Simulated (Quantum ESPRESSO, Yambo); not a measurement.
BaTiO$_{3}$ (cubic perovskite, space group Pm-3m, No. 221). The geometry is that of Materials Project entry mp-2998, symmetrised and not relaxed again. Chain: norm-conserving PBEsol (Quantum ESPRESSO, 84 Ry, without SOC); G0W0 in Yambo (4×4×4 Γ-centred k mesh, bands 2 to 125 and a 8 Ry block in the screening, 125 bands in G with the Bruneval-Gonze terminator, plasmon pole fitted at 27.2 eV); BSE (6×6×6 mesh, 3 valence and 3 conduction bands, static screening with 42 bands and a 3 Ry block, scissor 1.45 eV, Tamm-Dancoff).

```
Property                                                                      Result
-----------------------------------------------  -----------------------------------
PBEsol gap (dense path)                                                      1.78 eV
PBEsol gap R → Γ on the GW mesh                                              1.78 eV
PBEsol smallest direct gap on the GW mesh, at Γ                              1.89 eV
G0W0 direct gap at that point                                                3.35 eV
G0W0 correction to the gap R → Γ                                             1.43 eV
lowest exciton                                   no binding energy given (see below)
```

Rough cost of the Yambo steps against G0W0 for 4 states: BSE about 1/3.

Nearest settings tried, and what they do to the gap: 51 bands in G: -48 meV. Not varied: bands in W, block, mesh. So the settings aren't converged at that level. The BSE states are vertical excitations (zero momentum); the indirect quasiparticle gap, about 3.20 eV, is smaller than the direct one (3.35 eV on the GW mesh). The lowest state covers only about 1 of the 216 k points, so the mesh doesn't resolve it: its energy and its distance from the direct gap are mesh artefacts. An extended exciton needs a far denser mesh.

The cell is held in this high symmetry; tilts and polar distortions were not searched.

This is not the ordinary phase of the substance.
